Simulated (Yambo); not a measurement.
Given:

```xyz
8
Lattice="-2.2138 2.2138 4.3960 2.2138 -2.2138 4.3960 2.2138 2.2138 -4.3960" Properties=species:S:1:pos:R:3 pbc="T T T"
Be     0.0000     0.0000     0.0000
O      1.2472     1.2472     3.4193
O      1.2472    -1.2472     5.3727
O      0.9666     0.9666    -0.9767
O     -1.2472     1.2472     5.3727
Zn     0.0000     0.0000     4.3960
Zn     2.2138     0.0000     2.1980
Zn     0.0000     2.2138     2.1980
```

Workflow: norm-conserving PBEsol (Quantum ESPRESSO, 88 Ry, without SOC), then G0W0 in Yambo (4×4×4 Γ-centred k mesh, bands 14 to 152 and a 7 Ry block in the screening, 152 bands in G with the Bruneval-Gonze terminator, plasmon pole fitted at 27.2 eV).

**Question.** Give the PBEsol and G0W0 gaps between the band edges found on this mesh, and say where the edges lie.

**Answer.** Edges: Γ → Γ. PBEsol: 1.49 eV; G0W0: 3.09 eV. Nearest settings tried, and what they do to the gap: 75 bands in W, 75 bands in G: +340 meV; 1 Ry block (15 vectors against 195): +781 meV. Not varied: mesh. So the settings aren't converged at that level. Oxides, nitrides and fluorides with a shallow 3d shell are known to need far more bands and larger blocks. 

Geometry of the Materials Project entry, not relaxed at this level.

The structure is a Materials Project entry; no match was found in the copy of COD used, and its stability was not checked.
